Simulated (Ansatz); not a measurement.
NaAu2 (cubic Laves (MgCu2 type), space group No. 227), r²SCAN (plane waves, PAW; program Ansatz), all energies at zero smearing, with the estimated change up to a 700 eV cutoff added, with one set of potentials and settings (totals compare only within such a set). Cell of 6 atoms (2 Na, 4 Au): -55633.577 eV.

| element | reference phase | E (eV/atom) |
|---|---|---|
| Na | C2/m, 3 atoms in the cell | -1488.6146 |
| Au | Fm-3m, 1 atoms in the cell | -13163.5078 |

Formation energy per atom, worked out: (-55633.577 − 2×(-1488.6146) − 4×(-13163.5078))/6 = -0.386 eV/atom (-37 kJ per mol of atoms), at 0 K, without zero-point energy or fitted corrections.

Space group Fd-3m (cubic Laves (MgCu2 type)). The workflow started from an entry of the Crystallography Open Database (COD). Its standing as an ambient phase is unchecked. The r²SCAN relaxation kept the symmetry of its start; its stability against distortions is not shown here. The references are the lowest solids computed at this level, not always the standard phases. Scalar-relativistic: spin–orbit coupling is off unless named, which matters more the heavier the elements.

Potentials: the later of the program's two PAW sets.
